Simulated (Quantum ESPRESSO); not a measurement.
## Mg3S2FCl (one run as intended and one with a planted mistake)

Computed values, not a measurement. The program is pw.x of Quantum ESPRESSO 7.5 (plane-wave density functional theory). The cell is made up: 7 atoms on a rocksalt lattice with one site empty, with randomly drawn elements, strain and displacements, not relaxed. PseudoDojo standard norm-conserving files (v0.5 for PBE, v0.4.1 for LDA and PBEsol) set the functional; there is no spin polarisation, spin-orbit coupling or dispersion term, and the masses in the input are unused placeholders.

Intended input:

```
&control calculation='scf', pseudo_dir='./dojo.nc.sr.pbe.v0_5.standard.upf', outdir='./o', disk_io='low', tprnfor=.true., tstress=.true. /
&system ibrav=0, nat=7, ntyp=4, nbnd=34, ecutwfc=84.00895049, nosym=.true., tot_charge=0,
 occupations='smearing', smearing='fd', degauss=0.0018374661
/
&electrons conv_thr=7.350e-09, electron_maxstep=60, /
ATOMIC_SPECIES
Cl 1.0 Cl.upf
F 1.0 F.upf
Mg 1.0 Mg.upf
S 1.0 S.upf
CELL_PARAMETERS angstrom
4.9384 -0.0207 0.0387
-0.0207 4.9893 0.0401
0.0387 0.0401 5.0078
ATOMIC_POSITIONS angstrom
Mg 0.0245 -0.0488 -0.0124
Mg -0.004 2.5186 2.5582
Mg 2.477 0.021 2.5513
S 2.5051 0.0007 0.0528
F 2.4609 2.504 2.5224
S 4.9377 -0.0198 2.5383
Cl 4.933 2.4353 0.0597
K_POINTS automatic
4 4 4 1 1 1
```

The log is shortened where brackets say so; the opening notice, blank lines, dates and the lines on written files are dropped, and the path of the files is cut. It prints rydbergs, bohrs and kilobars, and counts compression as positive stress. Where no state is partly filled, the Fermi energy that it prints is only some level between the filled and the empty states on the mesh, and need not lie in the true gap.

Log of the intended run:

```
     Program PWSCF v.7.5
     Parallel version (MPI & OpenMP), running on       4 processor cores
     Number of MPI processes:                 4
     Threads/MPI process:                     1
     [start-up lines left out]
     bravais-lattice index     =            0
     lattice parameter (alat)  =       9.3326  a.u.
     unit-cell volume          =     832.5444 (a.u.)^3
     number of atoms/cell      =            7
     number of atomic types    =            4
     number of electrons       =        56.00
     number of Kohn-Sham states=           34
     kinetic-energy cutoff     =      84.0090  Ry
     charge density cutoff     =     336.0358  Ry
     scf convergence threshold =      7.3E-09
     mixing beta               =       0.7000
     number of iterations used =            8  plain     mixing
     Exchange-correlation= PBE
                           (   1   4   3   4   0   0   0)
     [axes and pseudopotential details left out]
   Cartesian axes
     site n.     atom                  positions (alat units)
         1        Mg     tau(   1) = (   0.0049609  -0.0098814  -0.0025108  )
         2        Mg     tau(   2) = (  -0.0008099   0.5099831   0.5180016  )
         3        Mg     tau(   3) = (   0.5015597   0.0042522   0.5166044  )
         4        S      tau(   4) = (   0.5072495   0.0001417   0.0106913  )
         5        F      tau(   5) = (   0.4982996   0.5070268   0.5107526  )
         6        S      tau(   6) = (   0.9998188  -0.0040092   0.5139721  )
         7        Cl     tau(   7) = (   0.9988671   0.4931160   0.0120885  )
     number of k points=    32  Fermi-Dirac smearing, width (Ry)=  0.0018
                       cart. coord. in units 2pi/alat
        k(    1) = (   0.1245709   0.1232714   0.1213228), wk =   0.0625000
        k(    2) = (   0.1226302   0.1212816   0.3678989), wk =   0.0625000
     [further k points left out]
     Dense  grid:    86647 G-vectors     FFT dimensions: (  60,  60,  60)
     Estimated max dynamical RAM per process >     152.98 MB
     Estimated total dynamical RAM >     548.44 MB
     Initial potential from superposition of free atoms
     starting charge      55.9975, renormalised to      56.0000
     Starting wfcs are   31 randomized atomic wfcs +    3 random wfcs
     total cpu time spent up to now is        1.9 secs
     per-process dynamical memory:   108.9 Mb
     Self-consistent Calculation
     iteration #  1     ecut=    84.01 Ry     beta= 0.70
     Davidson diagonalization with overlap
     ethr =  1.00E-02,  avg # of iterations =  5.8
     Threshold (ethr) on eigenvalues was too large:
     Diagonalizing with lowered threshold
     Davidson diagonalization with overlap
     ethr =  9.44E-04,  avg # of iterations =  1.1
     total cpu time spent up to now is        6.4 secs
     total energy              =    -483.00309542 Ry
     estimated scf accuracy    <       0.51606643 Ry
     iteration #  2     ecut=    84.01 Ry     beta= 0.70
     Davidson diagonalization with overlap
     ethr =  9.22E-04,  avg # of iterations =  2.8
     total cpu time spent up to now is        8.9 secs
     total energy              =    -483.10104018 Ry
     estimated scf accuracy    <       0.33092615 Ry
     [iterations 3 to 7 left out]
     iteration #  8     ecut=    84.01 Ry     beta= 0.70
     Davidson diagonalization with overlap
     ethr =  1.63E-09,  avg # of iterations =  2.3
     total cpu time spent up to now is       23.1 secs
     total energy              =    -483.18628452 Ry
     estimated scf accuracy    <       0.00000029 Ry
     iteration #  9     ecut=    84.01 Ry     beta= 0.70
     Davidson diagonalization with overlap
     ethr =  5.11E-10,  avg # of iterations =  2.0
     total cpu time spent up to now is       25.3 secs
     End of self-consistent calculation
     [lines on levels left out]
     the Fermi energy is     6.5337 ev
!    total energy              =    -483.18628459 Ry
     estimated scf accuracy    <          5.6E-09 Ry
     smearing contrib. (-TS)   =      -0.00000000 Ry
     internal energy E=F+TS    =    -483.18628459 Ry
     The total energy is F=E-TS. E is the sum of the following terms:
     one-electron contribution =    -306.74814058 Ry
     hartree contribution      =     160.34877510 Ry
     xc contribution           =     -80.61076506 Ry
     ewald contribution        =    -256.17615405 Ry
     convergence has been achieved in   9 iterations
     Forces acting on atoms (cartesian axes, Ry/au):
     atom    1 type  3   force =     0.00305188    0.00146538    0.00382987
     atom    2 type  3   force =    -0.00008199   -0.00538844   -0.00616968
     atom    3 type  3   force =    -0.00119622    0.00113548   -0.00062696
     atom    4 type  4   force =    -0.00855083   -0.00219446   -0.00591470
     atom    5 type  2   force =    -0.00074814   -0.00163228    0.00520112
     atom    6 type  4   force =     0.00609833    0.00396916    0.00098195
     atom    7 type  1   force =     0.00142697    0.00264515    0.00269840
     Total force =     0.017600     Total SCF correction =     0.000086
     Computing stress (Cartesian axis) and pressure
          total   stress  (Ry/bohr**3)                   (kbar)     P=       24.19
  -0.00000137   0.00002163  -0.00004430           -0.20        3.18       -6.52
   0.00002163   0.00019730  -0.00003681            3.18       29.02       -5.41
  -0.00004430  -0.00003681   0.00029746           -6.52       -5.41       43.76
     init_run     :      1.74s CPU      1.81s WALL (       1 calls)
     electrons    :     23.28s CPU     23.46s WALL (       1 calls)
     forces       :      0.43s CPU      0.45s WALL (       1 calls)
     stress       :      1.37s CPU      1.38s WALL (       1 calls)
     [timing details left out]
     PWSCF        :     26.87s CPU     27.19s WALL
     JOB DONE.
```

A second run has one planted mistake: the plane-wave cutoff is too low. The input lines that differ, file-writing options aside:

```
- &system ibrav=0, nat=7, ntyp=4, nbnd=34, ecutwfc=84.00895049, nosym=.true., tot_charge=0,
+ &system ibrav=0, nat=7, ntyp=4, nbnd=34, ecutwfc=45.27516492, nosym=.true., tot_charge=0,
```

Its log:

```
     Program PWSCF v.7.5
     Parallel version (MPI & OpenMP), running on       4 processor cores
     Number of MPI processes:                 4
     Threads/MPI process:                     1
     [start-up lines left out]
     bravais-lattice index     =            0
     lattice parameter (alat)  =       9.3326  a.u.
     unit-cell volume          =     832.5444 (a.u.)^3
     number of atoms/cell      =            7
     number of atomic types    =            4
     number of electrons       =        56.00
     number of Kohn-Sham states=           34
     kinetic-energy cutoff     =      45.2752  Ry
     charge density cutoff     =     181.1007  Ry
     scf convergence threshold =      7.3E-09
     mixing beta               =       0.7000
     number of iterations used =            8  plain     mixing
     Exchange-correlation= PBE
                           (   1   4   3   4   0   0   0)
     [axes and pseudopotential details left out]
   Cartesian axes
     site n.     atom                  positions (alat units)
         1        Mg     tau(   1) = (   0.0049609  -0.0098814  -0.0025108  )
         2        Mg     tau(   2) = (  -0.0008099   0.5099831   0.5180016  )
         3        Mg     tau(   3) = (   0.5015597   0.0042522   0.5166044  )
         4        S      tau(   4) = (   0.5072495   0.0001417   0.0106913  )
         5        F      tau(   5) = (   0.4982996   0.5070268   0.5107526  )
         6        S      tau(   6) = (   0.9998188  -0.0040092   0.5139721  )
         7        Cl     tau(   7) = (   0.9988671   0.4931160   0.0120885  )
     number of k points=    32  Fermi-Dirac smearing, width (Ry)=  0.0018
                       cart. coord. in units 2pi/alat
        k(    1) = (   0.1245709   0.1232714   0.1213228), wk =   0.0625000
        k(    2) = (   0.1226302   0.1212816   0.3678989), wk =   0.0625000
     [further k points left out]
     Dense  grid:    34255 G-vectors     FFT dimensions: (  40,  45,  45)
     Estimated max dynamical RAM per process >      62.36 MB
     Estimated total dynamical RAM >     224.34 MB
     Check: negative core charge=   -0.000046
     Initial potential from superposition of free atoms
     starting charge      55.9975, renormalised to      56.0000
     Starting wfcs are   31 randomized atomic wfcs +    3 random wfcs
     total cpu time spent up to now is        0.9 secs
     per-process dynamical memory:    48.0 Mb
     Self-consistent Calculation
     iteration #  1     ecut=    45.28 Ry     beta= 0.70
     Davidson diagonalization with overlap
     ethr =  1.00E-02,  avg # of iterations =  6.4
     total cpu time spent up to now is        2.1 secs
     total energy              =    -481.15632450 Ry
     estimated scf accuracy    <       0.63700731 Ry
     iteration #  2     ecut=    45.28 Ry     beta= 0.70
     Davidson diagonalization with overlap
     ethr =  1.14E-03,  avg # of iterations =  2.2
     total cpu time spent up to now is        3.1 secs
     total energy              =    -481.28606767 Ry
     estimated scf accuracy    <       0.20887037 Ry
     [iterations 3 to 7 left out]
     iteration #  8     ecut=    45.28 Ry     beta= 0.70
     Davidson diagonalization with overlap
     ethr =  9.38E-10,  avg # of iterations =  2.6
     total cpu time spent up to now is        9.2 secs
     total energy              =    -481.34474577 Ry
     estimated scf accuracy    <       0.00000004 Ry
     iteration #  9     ecut=    45.28 Ry     beta= 0.70
     Davidson diagonalization with overlap
     ethr =  8.02E-11,  avg # of iterations =  2.5
     total cpu time spent up to now is       10.1 secs
     End of self-consistent calculation
     [lines on levels left out]
     the Fermi energy is     6.4303 ev
!    total energy              =    -481.34474578 Ry
     estimated scf accuracy    <          2.5E-09 Ry
     smearing contrib. (-TS)   =      -0.00000000 Ry
     internal energy E=F+TS    =    -481.34474578 Ry
     The total energy is F=E-TS. E is the sum of the following terms:
     one-electron contribution =    -301.91287028 Ry
     hartree contribution      =     156.79130994 Ry
     xc contribution           =     -80.04703138 Ry
     ewald contribution        =    -256.17615406 Ry
     convergence has been achieved in   9 iterations
     Forces acting on atoms (cartesian axes, Ry/au):
     atom    1 type  3   force =     0.00341664    0.00153179    0.00383320
     atom    2 type  3   force =    -0.00036067   -0.00508509   -0.00597109
     atom    3 type  3   force =    -0.00095468    0.00165562   -0.00037476
     atom    4 type  4   force =    -0.00829105   -0.00226147   -0.00611028
     atom    5 type  2   force =    -0.00152647   -0.00202552    0.00503053
     atom    6 type  4   force =     0.00617135    0.00376999    0.00082005
     atom    7 type  1   force =     0.00154488    0.00241469    0.00277235
     Total force =     0.017492     Total SCF correction =     0.000065
     Computing stress (Cartesian axis) and pressure
          total   stress  (Ry/bohr**3)                   (kbar)     P=    -1439.42
  -0.00993415   0.00002655  -0.00003996        -1461.36        3.91       -5.88
   0.00002655  -0.00974391  -0.00003511            3.91    -1433.38       -5.16
  -0.00003996  -0.00003511  -0.00967688           -5.88       -5.16    -1423.52
     init_run     :      0.82s CPU      0.87s WALL (       1 calls)
     electrons    :      9.09s CPU      9.22s WALL (       1 calls)
     forces       :      0.16s CPU      0.16s WALL (       1 calls)
     stress       :      0.52s CPU      0.53s WALL (       1 calls)
     [timing details left out]
     PWSCF        :     10.64s CPU     10.85s WALL
     JOB DONE.
```

|  | intended run | run with the mistake |
| --- | --- | --- |
| free energy (eV) | -6574.084 | -6549.029 |
| smearing term -TS (eV) | 0.0000 | 0.0000 |
| pressure (GPa) | 2.42 | -143.94 |
| largest force component (eV/Å) | 0.220 | 0.213 |
| largest change of a force component (eV/Å) |  | 0.020 |
| iterations | 9 | 9 |

For scale, a rerun of the intended cell at 1437 eV and a 6 x 6 x 6 mesh moved values by no more than 0.003 eV in energy, 0.02 GPa in stress and 0.002 eV/Å in force.